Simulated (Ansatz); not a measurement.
## Magnetic orders of ReS

Method: DFT r2SCAN, scalar-relativistic, plane waves, PAW (Ansatz 0.2.0).

```
Re S
1.0
     2.97552    0.00000    0.00000
     0.00000    2.97552    0.00000
     0.00000    0.00000    2.97552
Re S
1 1
Direct
  0.00000 0.00000 0.00000
  0.50000 0.50000 0.50000
```

* plane-wave cutoff: 500 eV
* Γ-centred k-mesh: 14×14×14
* occupation rule: Gaussian smearing, 0.1 eV
* list of starting moments (μB, in atom order): 3.5 0
* check for lower electronic states after the SCF: off

All runs keep this geometry, which isn't relaxed for the lowest state (largest force there 0.000 eV/Å, pressure -4.0 GPa) and needn't be a stable compound; relaxing each order can shift differences of a few meV. Site moments are spin moments in atom-centred spheres that scale with the neighbour distance. The states are those that the runs reached from these starts; a lower one can exist. No antiferromagnetic start is among these.

```csv
start,ends,energy above lowest (meV/atom),site moments (μB),gap on mesh (eV),P (GPa)
no spin,non-magnetic,0.00,none over 0.05,metal,-4.0
large parallel starting moments,non-magnetic,0.00,none over 0.05,metal,-4.0
```

Cost: 2 runs of about 0.3 core-minutes in all, on Intel Xeon 6975P-C (Granite Rapids) (shared hosts).